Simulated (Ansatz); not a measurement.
The start is a generated cell, In2O3 built in the bixbyite structure type. The cell and all atomic positions are relaxed at zero pressure with r2SCAN (plane waves to 500 eV, PAW, scalar-relativistic; Ansatz, a quantum-chemistry and plane-wave program). The first steps use a coarse 3×3×3 k-mesh.

Input geometry:
```yaml
crystal:
  lattice:
    - [-5.05850, 5.05850, 5.05850]
    - [5.05850, -5.05850, 5.05850]
    - [5.05850, 5.05850, -5.05850]
  atoms:
    - { symbol: In, position: [0.50000, 0.50000, 0.50000] }
    - { symbol: In, position: [0.50000, 0.00000, 0.00000] }
    - { symbol: In, position: [0.00000, 0.00000, 0.50000] }
    - { symbol: In, position: [0.00000, 0.50000, 0.00000] }
    - { symbol: In, position: [0.25000, 0.71650, 0.46650] }
    - { symbol: In, position: [0.75000, 0.78350, 0.03350] }
    - { symbol: In, position: [0.46650, 0.25000, 0.71650] }
    - { symbol: In, position: [0.03350, 0.75000, 0.78350] }
    - { symbol: In, position: [0.71650, 0.46650, 0.25000] }
    - { symbol: In, position: [0.78350, 0.03350, 0.75000] }
    - { symbol: In, position: [0.75000, 0.28350, 0.53350] }
    - { symbol: In, position: [0.25000, 0.21650, 0.96650] }
    - { symbol: In, position: [0.53350, 0.75000, 0.28350] }
    - { symbol: In, position: [0.96650, 0.25000, 0.21650] }
    - { symbol: In, position: [0.28350, 0.53350, 0.75000] }
    - { symbol: In, position: [0.21650, 0.96650, 0.25000] }
    - { symbol: O, position: [0.53610, 0.77370, 0.54340] }
    - { symbol: O, position: [0.73030, 0.99270, 0.95660] }
    - { symbol: O, position: [0.76970, 0.72630, 0.26240] }
    - { symbol: O, position: [0.96390, 0.50730, 0.23760] }
    - { symbol: O, position: [0.54340, 0.53610, 0.77370] }
    - { symbol: O, position: [0.95660, 0.73030, 0.99270] }
    - { symbol: O, position: [0.26240, 0.76970, 0.72630] }
    - { symbol: O, position: [0.23760, 0.96390, 0.50730] }
    - { symbol: O, position: [0.77370, 0.54340, 0.53610] }
    - { symbol: O, position: [0.99270, 0.95660, 0.73030] }
    - { symbol: O, position: [0.72630, 0.26240, 0.76970] }
    - { symbol: O, position: [0.50730, 0.23760, 0.96390] }
    - { symbol: O, position: [0.46390, 0.22630, 0.45660] }
    - { symbol: O, position: [0.26970, 0.00730, 0.04340] }
    - { symbol: O, position: [0.23030, 0.27370, 0.73760] }
    - { symbol: O, position: [0.03610, 0.49270, 0.76240] }
    - { symbol: O, position: [0.45660, 0.46390, 0.22630] }
    - { symbol: O, position: [0.04340, 0.26970, 0.00730] }
    - { symbol: O, position: [0.73760, 0.23030, 0.27370] }
    - { symbol: O, position: [0.76240, 0.03610, 0.49270] }
    - { symbol: O, position: [0.22630, 0.45660, 0.46390] }
    - { symbol: O, position: [0.00730, 0.04340, 0.26970] }
    - { symbol: O, position: [0.27370, 0.73760, 0.23030] }
    - { symbol: O, position: [0.49270, 0.76240, 0.03610] }
```

- Outcome = The space group stays Ia-3 (No. 206) (the run could not lower it); the end is bixbyite type, with 40 atoms in the primitive cell
- Energy released = 3 meV/atom
- Shortest distances (start → end) = The closest pairs of elements (up to four, under 3.6 Å), start → end: In–O 2.12 → 2.14 Å; O–O 2.76 → 2.81 Å; In–In 3.35 → 3.36 Å
- Band gap at the end = 1.66 eV, direct at Γ (no spin-orbit coupling)
- Optimiser moves = 3

Final values are on a 4×4×4 k-mesh of the relaxed cell. No spin polarisation in the result.

The run could not lose the symmetry of its start.
